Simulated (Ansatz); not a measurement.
Relaxed-ion elastic tensor of Bi in space group P4/nmm (No. 129; Bi on 2c) in GPa (Voigt order), plane-wave PAW PBEsol (Ansatz code); density 10.45 g/cm³, 33.20 Å³ per atom.

```csv
,1,2,3,4,5,6
1,45.9,32.9,37.7,0.0,0.0,0.0
2,32.9,45.9,37.7,0.0,0.0,0.0
3,37.7,37.7,111,0.0,0.0,0.0
4,0.0,0.0,0.0,5.3,0.0,0.0
5,0.0,0.0,0.0,0.0,5.3,0.0
6,0.0,0.0,0.0,0.0,0.0,57.8
```

### Question
Is the crystal mechanically stable?

### Answer
Yes: the smallest eigenvalue of C is 5.3 GPa.

### Question
Work out the Voigt, Reuss and Hill averages.

### Answer
K_V = 46.6, K_R = 39.4, K_H = 43.0; G_V = 20.0, G_R = 8.4, G_H = 14.2 GPa.

### Question
Give Young's modulus, Poisson's ratio, Pugh's ratio and the universal anisotropy index.

### Answer
E = 9KG/(3K + G) = 38.3 GPa; ν = 0.35; K/G = 3.03 (ductile by the Pugh limit of 1.75); A_U = 5G_V/G_R + K_V/K_R − 6 = 7.09.

### Question
Estimate the sound speeds and the Debye temperature.

### Answer
v_l = √((K + 4G/3)/ρ) = 2430 m/s, v_t = √(G/ρ) = 1160 m/s, mean 1310 m/s; Θ = (h/k)(3n/4πV)^(1/3) v_m = 121 K.

### Question
Solve the Christoffel equation for the three sound speeds along x, y, z.

### Answer
Eigenvalues of C_ijkl n_j n_l equal ρv². In km/s, slowest first: x 0.71, 2.10, 2.35; y 0.71, 2.10, 2.35; z 0.71, 0.71, 3.26.

### Question
How much does each axis shrink under pressure?

### Answer
Linear compressibilities β_i = Σ_j S_ij (j = 1 to 3): x 12, y 12, z 0.57 per TPa.

The first step of the workflow began from a Materials Project structure, measured or hypothetical; the Crystallography Open Database copy checked does not list it. It is not the phase usual at ambient conditions (space group No. 166). The PBEsol relaxation kept the symmetry of its start; of distortions, only those at the zone centre were tested. As this level gives no gap, shear constants depend on the k-mesh and smearing (Fermi–Dirac, 0.1 eV here). Scalar-relativistic: spin–orbit coupling is off unless named, which matters more the heavier the elements.

Potentials: the earlier of the program's two PAW sets.
